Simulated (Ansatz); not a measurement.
**TiN: computed DOS**

Space group Fm-3m (No. 225). a = 4.244 Å, b = 4.244 Å, c = 4.244 Å, α = 90.00°, β = 90.00°, γ = 90.00°
| atom | site | symmetry | x | y | z |
| --- | --- | --- | --- | --- | --- |
| Ti | 4a | m-3m | 0.0000 | 0.0000 | 0.0000 |
| N | 4b | m-3m | 0.5000 | 0.0000 | 0.0000 |

The runs use the primitive cell with vectors (0.000, 2.122, 2.122), (2.122, 0.000, 2.122), (2.122, 2.122, 0.000) Å, to which the k mesh refers.

The cell comes from COD entry 1011099, which wasn't checked; take it as a given geometry. It is an old determination, and later ones may differ.

Spin polarisation is left out, and whether a magnetic state lies lower isn't shown here.

Method: DFT, PBEsol, all-electron LAPW, scalar-relativistic (Ansatz 0.2.0).

Numerical set-up: a Γ-centred 13×13×13 k mesh, Fermi–Dirac smearing of 0.05 eV, basis error target 0.5 meV/atom, no spin polarisation.

States per eV and cell, averaged over 0.6 eV, from -8.2 to 6.6 eV, with energies (bin centres) from the Fermi level; empty bins are left out. The partial columns, the largest 5 alone, are projections on Löwdin-orthogonalised atomic shells (those that the program's projection atoms carry: the occupied ones and, for some elements, an empty d or f shell; other empty shells have no column), summed over atoms of an element. Weights on diffuse s and p shells depend on that basis and aren't pure angular character.

| E (eV) | total | Ti 3d | N 2p | N 2s | Ti 4s | Ti 3p |
| --- | --- | --- | --- | --- | --- | --- |
| -8.0 | 0.11 | 0.03 | 0.06 | 0.00 | 0.01 | 0.00 |
| -7.4 | 0.48 | 0.13 | 0.28 | 0.01 | 0.04 | 0.00 |
| -6.8 | 1.15 | 0.28 | 0.72 | 0.02 | 0.10 | 0.01 |
| -6.2 | 1.10 | 0.21 | 0.78 | 0.01 | 0.07 | 0.02 |
| -5.6 | 1.77 | 0.52 | 1.17 | 0.01 | 0.01 | 0.03 |
| -5.0 | 2.72 | 0.92 | 1.74 | 0.01 | 0.01 | 0.02 |
| -4.4 | 1.40 | 0.44 | 0.92 | 0.01 | 0.00 | 0.01 |
| -3.8 | 0.89 | 0.23 | 0.64 | 0.00 | 0.00 | 0.01 |
| -3.2 | 0.30 | 0.07 | 0.22 | 0.00 | 0.00 | 0.00 |
| -2.6 | 0.12 | 0.05 | 0.07 | 0.00 | 0.00 | 0.00 |
| -2.0 | 0.16 | 0.12 | 0.04 | 0.00 | 0.00 | 0.00 |
| -1.4 | 0.31 | 0.23 | 0.07 | 0.00 | 0.00 | 0.00 |
| -0.8 | 0.54 | 0.44 | 0.09 | 0.00 | 0.00 | 0.00 |
| -0.2 | 0.78 | 0.66 | 0.11 | 0.00 | 0.00 | 0.00 |
| 0.4 | 1.13 | 0.96 | 0.14 | 0.01 | 0.01 | 0.00 |
| 1.0 | 1.45 | 1.28 | 0.14 | 0.01 | 0.01 | 0.00 |
| 1.6 | 2.81 | 2.53 | 0.22 | 0.02 | 0.02 | 0.00 |
| 2.2 | 3.47 | 2.99 | 0.42 | 0.01 | 0.04 | 0.00 |
| 2.8 | 0.91 | 0.68 | 0.16 | 0.04 | 0.01 | 0.00 |
| 3.4 | 1.22 | 0.85 | 0.20 | 0.12 | 0.02 | 0.00 |
| 4.0 | 1.53 | 1.01 | 0.28 | 0.17 | 0.03 | 0.00 |
| 4.6 | 1.18 | 0.73 | 0.32 | 0.07 | 0.01 | 0.00 |
| 5.2 | 0.98 | 0.59 | 0.33 | 0.02 | 0.01 | 0.00 |
| 5.8 | 0.20 | 0.10 | 0.07 | 0.01 | 0.01 | 0.00 |
| 6.4 | 0.09 | 0.00 | 0.01 | 0.02 | 0.03 | 0.00 |

**Question.** Which of the resolved shells contributes most within 0.3 eV of the Fermi level?

**Answer.** Ti 3d, with 84 % of all states there; N 2p follows with 14 %.

**Question.** Where is the centre of the filled Ti 3d states between -14 eV and the top of the filled states?

**Answer.** -3.72 eV from the Fermi level.
